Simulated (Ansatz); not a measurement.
**Property card for CaP**

CaP:
```
CaP
1.0
    7.63649     0.00000     0.00000
   -3.81825     6.61340     0.00000
    0.00000     0.00000     5.72400
Ca P
6 6
Direct
  0.00000   0.64281   0.50000
  0.64281   0.00000   0.50000
  0.35719   0.35719   0.50000
  0.00000   0.30834   0.00000
  0.30834   0.00000   0.00000
  0.69166   0.69166   0.00000
  0.66667   0.33333   0.20077
  0.66667   0.33333   0.79923
  0.33333   0.66667   0.20077
  0.33333   0.66667   0.79923
  0.00000   0.00000   0.69585
  0.00000   0.00000   0.30415
```

Space group P-62m (No. 189); conventional cell a = 7.6365 Å, b = 7.6365 Å, c = 5.7240 Å, α = 90.00°, β = 90.00°, γ = 120.00°.

Method: DFT-r²SCAN in the program Ansatz with PAW potentials. Structure relaxed to zero pressure with the same functional. Other levels are named where they apply.

### Cell and energy

Volume per atom: 24.09 Å³
Density: 2.45 g/cm³
Formation energy from the elements (no fitted shifts): -1.28 eV/atom

### Electronic structure

Band gap: 0.61 eV (indirect)
Valence-band maximum: at Γ
Conduction-band minimum: at A
Smallest direct gap on the standard path: 1.36 eV
Electron effective mass: 0.12, 1.9, 1.9 mₑ (principal values)
Hole effective mass, band 1 of 2 at the edge: 0.72 along x, 0.36 along z (mₑ)
Hole effective mass, band 2 of 2 at the edge: 0.55 along x, 0.36 along z (mₑ)
HSE06 gap on the r²SCAN cell: 0.99 eV

### Mechanics

* **Bulk modulus (Birch–Murnaghan fit)**: 56.3 GPa
* **Pressure derivative B′**: 4.2

### Charges

Bader charges: Ca +1.41 to +1.44, P -1.42 e

The workflow started from a Materials Project entry (that database holds measured and hypothetical structures alike); the Crystallography Open Database copy checked does not list it. Whether it is the stable phase at ambient conditions was not checked. The r²SCAN relaxation kept the symmetry of its start; whether a distortion lowers the energy is not shown. The references are the lowest solids computed at this level, not always the standard phases.

Potentials: the later of the program's two PAW sets.
